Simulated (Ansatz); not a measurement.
Method: r2SCAN, spin-orbit coupling; PAW, plane waves to 500 eV, 6×6×6 Γ-centred mesh, fermi-dirac occupations (width 0.0498 eV) (Ansatz 0.2.0), atoms fixed.

Computed maps in the lattice plane spanned by a (left to right, 3.79 Å, 11 points from zero) and c (bottom to top, 5.17 Å, 16 points from zero), 112° apart, at height 0.711 along b. The fields are smooth PAW ones with compensation charges, not the true ones near nuclei.

Valence density. Digits on a logarithmic scale: 0 up to 0.03 e/Å³, each further digit a factor of 1.6, 9 from 1.3 e/Å³ up:
```
45544456544
44445899754
44459999964
33479999954
33599999843
23599999532
33589996433
54456654455
75444445788
85433357999
85433469999
64434479999
54444579997
44444467775
44544445544
45544444444
```

ELF less spin currents. Ten even steps from '0' (0.04) to '9' (0.90):
```
89971001004
89821477303
77315999612
53049999711
10079999500
00179997100
00058861001
41012200255
73000003799
85111138989
84122268638
62232278568
32442268887
24653258873
47874124421
79984100003
```

Question: The cell is Lu2AlO2. Which atoms lie within 0.2 Å of this plane, and where (fractions of a and c)?

Answer: Lu at (0.50, 0.71), O at (0.79, 0.29). The whole cell:
```
Lu O Al
1.0
     0.00000    0.00000    3.79268
     3.98890   -2.68360    1.89634
     3.98890    2.68360   -1.89634
Lu O Al
2 2 1
Cartesian
  5.6733 0.0000 1.8963
  2.3045 0.0000 1.8963
  3.9889 -1.1309 3.7927
  3.9889 1.1309 0.0000
  0.0000 0.0000 0.0000
```

The state carries no moments; the state need not be the lowest.

Origin: a known structure type with other elements, at an estimated volume, so it need not be a known compound. Caveats: started without moments under time reversal, so no moment could form; the k mesh is coarse if the cell is a metal; atoms or cell far from equilibrium.
